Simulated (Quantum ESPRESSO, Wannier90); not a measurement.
## GeTe (R3m), plane waves to Wannier functions

Materials Project entry mp-938; symmetrised, unrelaxed at this level. COD (Crystallography Open Database) has the formula in 3 space groups, this one among them (matched by group alone). Method: PBEsol plane waves in Quantum ESPRESSO 7.5 (PseudoDojo norm-conserving files, 66 Ry, no spin polarisation, no spin-orbit coupling), Bloch states on a 10×10×10 mesh through Γ, Wannier90 4.0.1. Density: 10×10×10 mesh, cold smearing 0.01 Ry. The cell is built of weakly bound layers, chains or molecules, whose nearest atoms lie 3.30 Å apart. Database cells relaxed without dispersion often hold them too far apart, which can enlarge gaps and weakens couplings between them; spacing and stacking were not compared with the measured crystal. Spin-orbit coupling is left out although heavy elements are present.

Input w.win:

```
num_bands = 15
num_wann = 8
exclude_bands = 1-10
num_iter = 0
conv_tol = 1.0e-6
conv_window = 4
dis_num_iter = 1000
dis_conv_tol = 1.0e-6
dis_froz_max = 11.22
write_hr = true
write_u_matrices = true
begin projections
Ge: s;p
Te: s;p
end projections
begin unit_cell_cart
ang
   -2.0944950528    3.6277718476    0.0000000000
   -4.1889901056    0.0000000000    0.0000000000
   -2.0944950528    1.2092572825    3.6790270000
end unit_cell_cart
begin atoms_frac
Ge  -0.0077700000 -0.0077700000  0.0233100000
Te  -0.4712230000 -0.4712230000  0.4136690000
end atoms_frac
mp_grid = 10 10 10
begin kpoints
0.0000000000 0.0000000000 0.0000000000
0.0000000000 0.0000000000 0.1000000000
0.0000000000 0.0000000000 0.2000000000
... (997 more lines: the 10x10x10 mesh through Gamma)
end kpoints
```

On the energy scale of pw.x, whose zero is arbitrary, the valence-band maximum lies at 9.18 eV. Lines of w_hr.dat (R1 R2 R3 m n Re Im, eV) for R = 0 and one of the shortest lattice vectors, rounded to 0.01 eV, lines under 0.02 eV left out; orbitals in order: Ge1 s, Ge1 pz, Ge1 px, Ge1 py, Te2 s, Te2 pz, Te2 px, Te2 py.

```
    0    0    0    1    1     2.28     0.00
    0    0    0    5    1    -0.88     0.00
    0    0    0    6    1     0.82     0.00
    0    0    0    7    1     1.17     0.00
    0    0    0    8    1    -0.68     0.00
    0    0    0    2    2    10.01     0.00
    0    0    0    5    2    -0.84     0.00
    0    0    0    6    2     0.09     0.00
    0    0    0    7    2     1.14     0.00
    0    0    0    8    2    -0.66     0.00
    0    0    0    3    3    10.01     0.00
    0    0    0    5    3    -1.22     0.00
    0    0    0    6    3     1.14     0.00
    0    0    0    7    3     1.01     0.00
    0    0    0    8    3    -0.97     0.00
    0    0    0    4    4    10.01     0.00
    0    0    0    5    4     0.70     0.00
    0    0    0    6    4    -0.66     0.00
    0    0    0    7    4    -0.97     0.00
    0    0    0    8    4    -0.11     0.00
    0    0    0    1    5    -0.88     0.00
    0    0    0    2    5    -0.84     0.00
    0    0    0    3    5    -1.22     0.00
    0    0    0    4    5     0.70     0.00
    0    0    0    5    5    -0.86     0.00
    0    0    0    6    5    -0.12     0.00
    0    0    0    1    6     0.82     0.00
    0    0    0    2    6     0.09     0.00
    0    0    0    3    6     1.14     0.00
    0    0    0    4    6    -0.66     0.00
    0    0    0    5    6    -0.12     0.00
    0    0    0    6    6     8.29     0.00
    0    0    0    1    7     1.17     0.00
    0    0    0    2    7     1.14     0.00
    0    0    0    3    7     1.01     0.00
    0    0    0    4    7    -0.97     0.00
    0    0    0    7    7     8.28     0.00
    0    0    0    1    8    -0.68     0.00
    0    0    0    2    8    -0.66     0.00
    0    0    0    3    8    -0.97     0.00
    0    0    0    4    8    -0.11     0.00
    0    0    0    8    8     8.28     0.00
   -1    0    0    5    1    -0.88     0.00
   -1    0    0    6    1     0.82     0.00
   -1    0    0    8    1     1.35     0.00
   -1    0    0    2    2    -0.08     0.00
   -1    0    0    3    2    -0.04     0.00
   -1    0    0    4    2    -0.06     0.00
   -1    0    0    5    2    -0.84     0.00
   -1    0    0    6    2     0.09     0.00
   -1    0    0    8    2     1.31     0.00
   -1    0    0    2    3    -0.07     0.00
   -1    0    0    4    3    -0.17     0.00
   -1    0    0    7    3    -0.67     0.00
   -1    0    0    3    4    -0.07     0.00
   -1    0    0    4    4     0.13     0.00
   -1    0    0    5    4    -1.41     0.00
   -1    0    0    6    4     1.32     0.00
   -1    0    0    8    4     1.58     0.00
   -1    0    0    4    5     0.03     0.00
   -1    0    0    4    6    -0.04     0.00
   -1    0    0    6    6    -0.06     0.00
   -1    0    0    7    6    -0.06     0.00
   -1    0    0    4    7    -0.04     0.00
   -1    0    0    6    7    -0.03     0.00
   -1    0    0    8    7    -0.06     0.00
   -1    0    0    1    8    -0.02     0.00
   -1    0    0    2    8    -0.03     0.00
   -1    0    0    3    8    -0.03     0.00
   -1    0    0    6    8    -0.05     0.00
   -1    0    0    7    8    -0.13     0.00
   -1    0    0    8    8     0.11     0.00
```
